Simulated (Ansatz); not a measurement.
**Frozen normal mode in TiO$_{2}$**

Method: DFT r2SCAN+U, scalar-relativistic, plane waves, PAW (Ansatz 0.2.0). Cutoff 500 eV, Γ-centred 6×6×8 k-points, Gaussian smearing of 0.05 eV. U_eff on d shells: Ti 4 eV. No spin polarisation. Energies are free energies at this smearing, counted from the undisturbed cell; pressure is positive in compression.

The undisturbed cell (relaxed at this level):

```
Ti O
1.0
     4.59736    0.00000    0.00000
     0.00000    4.59736    0.00000
     0.00000    0.00000    2.99288
Ti O
2 4
Cartesian
  0.0000 0.0000 0.0000
  2.2987 2.2987 1.4964
  1.4028 1.4028 0.0000
  0.8958 3.7015 1.4964
  3.1945 3.1945 0.0000
  3.7015 0.8958 1.4964
```

A zone-centre mode of this cell is frozen in: each atom moves by x times its row below, so x is the largest displacement.
```
atom ux uy uz
 Ti1  0.000  0.000   0.668
 Ti2  0.000  0.000   0.668
  O3  0.000  0.000  -1.000
  O4  0.000  0.000  -1.000
  O5  0.000  0.000  -1.000
  O6  0.000  0.000  -1.000
```

| x (Å) | ΔE (meV/cell) |
| --- | --- |
| -0.2000 | 912.8 |
| -0.1000 | 153.7 |
| 0.0000 | 0.0 |
| 0.0250 | 8.0 |
| 0.0500 | 33.3 |
| 0.0750 | 79.8 |
| 0.1250 | 263.3 |
| 0.1500 | 418.6 |
| 0.1750 | 630.9 |

Predict the gap on the mesh (eV) at each point.

```
  x (Å) gap on the mesh (eV)
-0.2000                  3.71
-0.1000                  3.04
 0.0000                  2.70
 0.0250                  2.73
 0.0500                  2.84
 0.0750                  2.93
 0.1250                  3.18
 0.1500                  3.34
 0.1750                  3.51
```

Cost: 9 runs of about 3.2 core-minutes in all, on AMD EPYC 7R43 (Zen 3) (shared hosts).